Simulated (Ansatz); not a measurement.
NaAuO2:
Space group Cmcm (No. 63); a = 3.4210 Å, b = 11.0523 Å, c = 5.8262 Å, α = β = γ = 90.00°

| atom | site | symmetry | x | y | z |
|---|---|---|---|---|---|
| Na | 4c | m2m | 0.0000 | 0.2824 | 0.2500 |
| Au | 4c | m2m | 0.0000 | 0.0036 | 0.2500 |
| O | 8f | m.. | 0.0000 | 0.1219 | 0.5073 |
(The calculation used a cell of 8 atoms; values per cell refer to that cell.)

Relaxed with LDA.

Question: Give the optical modes at the zone centre with their infrared activity from DFPT, DFT-LDA in the program Ansatz with PAW potentials.

Answer: Transverse frequencies, without the LO–TO term; a row sums one degenerate level.

```
ω (cm⁻¹)  degeneracy  IR ((D/Å)²/amu)     activity  symmetry
--------  ----------  ---------------  -----------  --------
75                 1             0.00  IR-inactive        Au
90                 1             0.00  IR-inactive       B1g
94                 1             0.00  IR-inactive       B1g
126                1             1.50           IR       B1u
137                1             1.69           IR       B3u
154                1             0.00  IR-inactive        Ag
170                1             0.00  IR-inactive       B1g
188                1             0.00  IR-inactive       B3g
213                1             0.00  IR-inactive        Ag
232                1             5.33           IR       B2u
261                1             0.00  IR-inactive       B3g
282                1             0.00  IR-inactive       B2g
284                1             2.73           IR       B3u
508                1             1.61           IR       B1u
551                1             0.00  IR-inactive        Ag
556                1             0.00  IR-inactive       B3g
580                1            48.54           IR       B1u
590                1             0.00  IR-inactive        Ag
590                1             9.97           IR       B2u
610                1             0.00  IR-inactive       B3g
626                1             0.84           IR       B2u
```

Question: How high does the top mode go among those that the LO–TO term moves?

Answer: 315 cm⁻¹ for q along x, 647 cm⁻¹ for q along y, 703 cm⁻¹ for q along z.

The first step of the workflow began from a Materials Project structure, measured or hypothetical; the Crystallography Open Database copy checked does not list it. Its standing as an ambient phase is unchecked. Symmetry was held in the LDA relaxation; phonons on a q-mesh show no instability. Spin–orbit coupling is left out wherever it is not named.

Potentials: the later of the program's two PAW sets.
